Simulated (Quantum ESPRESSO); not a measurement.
```
CELL_PARAMETERS angstrom
      0.00000     2.58379     2.58379
      2.58379     0.00000     2.58379
      2.58379     2.58379     0.00000
ATOMIC_POSITIONS crystal
  Sr 0.50000 0.50000 0.50000
  O  0.00000 0.00000 0.00000
```
The cell comes from the Materials Project (a computed structure). It is SrO in Fm-3m. Stability against distortions was not tested.

With PBE (σ by GIPAW in a modified build of Quantum ESPRESSO; JTH PAW datasets, 22.5 Ha):

```
quantity           PBE
--------------  ------
σ_iso Sr (ppm)  2623.2
σ_iso O (ppm)   -216.2
```

These are absolute shieldings with no macroscopic susceptibility term; δ = σ_ref − σ needs a reference computed alike. In our sweeps, cutoffs and meshes of this size left a few ppm, and up to some 20 ppm on atoms from Zn on. Spin–orbit coupling is left out; its weight grows with the heaviest atom, Sr here. The structure is static (0 K, no zero-point motion).

### Question
What does the LDA, on its own JTH datasets and the same geometry, give?

### Answer
```csv
quantity,LDA,LDA − PBE
σ_iso Sr (ppm),2563.5,-59.7
σ_iso O (ppm),-250.6,-34.3
```
